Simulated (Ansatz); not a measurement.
Consider the following.

CuI:
```cif
data_CuI
_chemical_formula_sum 'Cu1 I1'
_space_group_name_H-M_alt 'P 1'
_space_group_IT_number 1
_cell_length_a 3.97872
_cell_length_b 3.97872
_cell_length_c 3.72173
_cell_angle_alpha 90.000
_cell_angle_beta 90.000
_cell_angle_gamma 120.000
loop_
_space_group_symop_operation_xyz
  'x, y, z'
loop_
_atom_site_label
_atom_site_type_symbol
_atom_site_fract_x
_atom_site_fract_y
_atom_site_fract_z
_atom_site_occupancy
Cu1 Cu 0.00000 0.00000 0.00000 1
I1 I 0.66667 0.33333 0.50000 1
```

This is the HSE06-relaxed structure.

Task: All from HSE06 in the plane-wave PAW code Ansatz, unless another level is named. Predict the band gap.

Result: 0.88 eV (indirect).

Task: Predict the smallest direct gap on the standard path.

Result: 1.34 eV.

Task: Predict the gap with spin–orbit coupling.

Result: 0.86 eV (at the special points and the edges found without it).

Task: And the conduction-band minimum?

Result: at L (3 equivalent valleys).

Task: Give the valence-band maximum.

Result: at K.

Space group P-6m2. The cell is a constructed one: a structure type filled with these elements; neither database checked (COD, Materials Project) lists it. It is not the phase usual at ambient conditions (space group No. 216). Symmetry was held in the HSE06 relaxation; whether a distortion lowers the energy is not shown. No spin polarisation was allowed. The hybrid was solved on a coarse mesh, the path and, where they were found, the r²SCAN edge points; its band edges are the extreme levels among these. Spin–orbit coupling is left out wherever it is not named.

Potentials: the later of the program's two PAW sets.
